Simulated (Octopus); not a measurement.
**TiC (Fm-3m, No. 225): Octopus summary**

TiC (Fm-3m, No. 225):
```xyz
2
Lattice="0.0000 2.1657 2.1657 2.1657 0.0000 2.1657 2.1657 2.1657 0.0000" Properties=species:S:1:pos:R:3 pbc="T T T"
Ti     0.0000     0.0000     0.0000
C      2.1657     0.0000     0.0000
```
The cell is a database entry, not relaxed again.

All numbers are Octopus results at the level LDA (grid spacing about 0.15 Å, Γ-centred 12×12×12 k-mesh, Fermi-Dirac smearing of 0.1 eV, no spin polarisation; PseudoDojo 0.4 LDA potentials), not measurements.

Q: What band gap does LDA give on the standard high-symmetry path?

A: none: the highest band that would be full and the next one overlap by 1.0 eV.
